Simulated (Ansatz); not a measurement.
NaBi:
```
CELL_PARAMETERS angstrom
      3.36482     0.00000     0.00000
      0.00000     3.36482     0.00000
      0.00000     0.00000     4.89939
ATOMIC_POSITIONS crystal
  Na 0.50000 0.50000 0.50000
  Bi 0.00000 0.00000 0.00000
```

Relaxed with PBEsol. Special points in fractions of this cell's reciprocal vectors: Γ (0.000, 0.000, 0.000); X (0.000, 0.500, 0.000); M (0.500, 0.500, 0.000); Z (0.000, 0.000, 0.500); R (0.000, 0.500, 0.500); A (0.500, 0.500, 0.500).

Task: List the band energies nearest the Fermi level at these points for DFT-PBEsol with spin–orbit coupling in the program Ansatz with PAW potentials.

Result: In eV from the Fermi level; about four levels below and three above (degenerate sets whole), none deeper than 8.9 eV; points with the same levels are listed once.

```csv
k,below,above
Γ,-2.51 -2.51,0.18 0.18 2.12 2.12
X,-4.69 -4.69 -0.62 -0.62,2.81 2.81 4.16 4.16
M,-3.54 -3.54 -2.15 -2.15,1.54 1.54 2.36 2.36
Z,-4.54 -4.54,1.92 1.92 4.03 4.03
R,-4.40 -4.40 -2.20 -2.20,1.18 1.18 4.63 4.63
A,-1.90 -1.90 -0.08 -0.08,2.96 2.96 3.43 3.43
```

Space group P4/mmm (L1₀ or tetragonal B2). The first step of the workflow began from a Materials Project structure, measured or hypothetical; the Crystallography Open Database copy checked does not list it. With Na and Bi taken as one species the cell has the higher symmetry Fm-3m, so it may be an ordered model of a mixed-site phase. Whether it is the stable phase at ambient conditions was not checked. The PBEsol relaxation kept the symmetry of its start; of distortions, only those at the zone centre were tested.

Potentials: the later of the program's two PAW sets.
